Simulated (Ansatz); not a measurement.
Mg3SnO built on the antiperovskite prototype, relaxed with r2SCAN. Sn is surrounded by 12 Mg at 3.07 Å; O is surrounded by 6 Mg at 2.17 Å; Mg is surrounded by 2 O at 2.17 Å and 4 Sn at 3.07 Å.

Space group Pm-3m (No. 221). a = 4.345 Å, b = 4.345 Å, c = 4.345 Å, α = 90.00°, β = 90.00°, γ = 90.00°

| atom | site | symmetry | x | y | z |
| --- | --- | --- | --- | --- | --- |
| Sn | 1a | m-3m | 0.0000 | 0.0000 | 0.0000 |
| O | 1b | m-3m | 0.5000 | 0.5000 | 0.5000 |
| Mg | 3c | 4/mm.m | 0.5000 | 0.5000 | 0.0000 |

The questions ask for values computed with the PAW code Ansatz on this geometry. Simulation only: non-magnetic, and no claim that this is the phase found in nature.

Problem. What gap does PBE give, and where are the band edges?

Solution. With PBE the bands overlap by 0.44 eV (counted from 1, band 25 peaks at X–M (0.70 of the way from X) and band 26 bottoms out at R–M (0.70 of the way from R)): no gap.

Problem. What does LDA give for the gap (6×6×6 mesh)?

Solution. LDA gives no gap: the lowest nominally empty band dips 0.44 eV below the top of the last filled one (its bottom at R–M (0.70 of the way from R), the top at X–M (0.70 of the way from X)), so the cell is a metal or semimetal at this level.

Problem. How does the gap change from PBE to PBE+SOC (6×6×6)?

Solution. With PBE+SOC the bands overlap by 0.41 eV (counted from 1, band 50 peaks at X–M (0.70 of the way from X) and band 51 bottoms out at R–M (0.70 of the way from R)): no gap.

Problem. Estimate the gap with r2SCAN on 6×6×6.

Solution. With r2SCAN the bands overlap by 0.13 eV (counted from 1, band 25 peaks at X–M (0.70 of the way from X) and band 26 bottoms out at R–M (0.70 of the way from R)): no gap.

Problem. Estimate the gap with HSE06 on 4×4×4.

Solution. HSE06 gives no gap: the lowest nominally empty band dips 0.11 eV below the top of the last filled one (its bottom at R–M (0.70 of the way from R), the top at X–M (0.70 of the way from X)), so the cell is a metal or semimetal at this level. (Only one starting filling was tried, which a hybrid may keep.)

Problem. What do these levels agree on?

Solution. No level opens a gap.

Only the levels marked +SOC include spin-orbit coupling.

Where an edge lies off the special points, it is a point of the mesh or the k point where a search put PBE's edge or least direct gap, reused for the other functionals, whose own edges may lie a little apart; PBE's own value is read along its path and can be a few hundredths of an eV high.

Much of the overlap lies between the points of the SCF's own mesh, which misses those pockets, so Fermi level, energies, forces and stress don't fully feel it.

The meshes of the hybrids are coarse, so their gaps aren't converged to the digits shown.

Run but not listed, since they were read on a mesh alone, on too coarse a mesh, or into states of the vacuum: PBE0.
